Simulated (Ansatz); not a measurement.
Relaxed PtSe2 (CdI2 type):

```xyz
6
Lattice="7.5448 0.0000 0.0000 -1.8862 3.2670 0.0000 0.0000 0.0000 4.8183" Properties=species:S:1:pos:R:3 pbc="T T T"
Pt     0.0000     0.0000     0.0000
Pt     3.7724     0.0000     0.0000
Se     1.8862     1.0890     1.2796
Se     5.6586     1.0890     1.2796
Se     0.0000     2.1780     3.5388
Se     3.7724     2.1780     3.5388
```

Level of theory: PBE-D3(BJ) (plane waves to 420 eV, PAW, scalar-relativistic; Ansatz, a first-principles code). k mesh 11×11×8 (Γ-centred), Fermi-Dirac smearing 0.05 eV. With partly filled bands, energies and forces of such displacements shift with the k mesh and the smearing. PtSe2 is run without spin polarisation. PtSe2 was relaxed with its symmetry unable to fall. Spin-orbit coupling is left out, though Pt is heavy.

One atom of the cell was then moved (with its periodic images), all else fixed, and the forces (eV/Å) came out as:

```
atom      Fx      Fy      Fz
----  ------  ------  ------
Pt1   -3.136  -1.765  -2.319
Pt2   -0.519  -0.626   0.501
Se3    4.378   2.897   1.934
Se4   -0.602  -0.515   0.187
Se5    0.151  -0.056  -0.208
Se6   -0.273   0.066  -0.096
```

Problem. Which atom was moved, and by which vector (Å)?

Solution. Se3, by (-0.29, -0.29, 0.00), 0.41 Å in all.

(A displaced cell: forces are minus the slopes of the energy, force constants its curvatures, and phonons follow from these.)
